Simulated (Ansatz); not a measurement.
NbPd₃ squeezed and stretched

A database entry relaxed whole under r2SCAN (I4/mmm):

```
Nb Pd
1.0
    -1.95154    1.95154    4.01635
     1.95154   -1.95154    4.01635
     1.95154    1.95154   -4.01635
Nb Pd
1 3
Direct
  0.00000 0.00000 0.00000
  0.75000 0.25000 0.50000
  0.25000 0.75000 0.50000
  0.50000 0.50000 0.00000
```

The cell was scaled uniformly, its shape held, and the atoms relaxed at each volume with plane-wave PAW DFT (Ansatz 0.2.0; r2SCAN, 500 eV, 11×11×11 Γ-centred mesh, fermi-dirac occupations of width 0.100 eV; no spin, no spin-orbit coupling). One row is withheld.

```json
{"volume (Å³/atom)": "14.379", "energy over the lowest (meV/atom)": "41.3", "pressure (GPa)": "15.56"}
{"volume (Å³/atom)": "14.684", "energy over the lowest (meV/atom)": "17.5", "pressure (GPa)": "9.74"}
{"volume (Å³/atom)": "14.990", "energy over the lowest (meV/atom)": "4.1", "pressure (GPa)": "4.57"}
{"volume (Å³/atom)": "15.296", "energy over the lowest (meV/atom)": "0.0", "pressure (GPa)": "-0.01"}
{"volume (Å³/atom)": "15.602", "energy over the lowest (meV/atom)": "?", "pressure (GPa)": "?"}
{"volume (Å³/atom)": "15.908", "energy over the lowest (meV/atom)": "15.6", "pressure (GPa)": "-7.66"}
{"volume (Å³/atom)": "16.214", "energy over the lowest (meV/atom)": "33.6", "pressure (GPa)": "-10.84"}
```

Question: Fit the pressures of the other rows to the third-order Birch-Murnaghan form.

Answer: With f = [(V₀/V)^(2/3) − 1]/2 and P = 3B₀f(1 + 2f)^(5/2)[1 + 3(B₀′ − 4)f/2], least squares gives V₀ = 15.30 Å³ an atom, B₀ = 215 GPa and B₀′ = 5.0; the rows miss the fit by less than 0.01 GPa. The slope of the energies differs from these pressures by 0.11 GPa, since they are taken to zero smearing while pressures follow the free energy.

Question: What does the withheld row hold?

Answer: The fit gives -4.06 GPa at 15.602 Å³; the run gave -4.06 GPa and 4.2 meV an atom.

Caveats: the shape of the cell was held, so B₀ is an upper bound where the axes differ in stiffness; 0 K, fixed nuclei; the symmetry was kept, and this need not be the phase that is stable at 0 K; one mesh for all volumes; pressure is positive in compression.
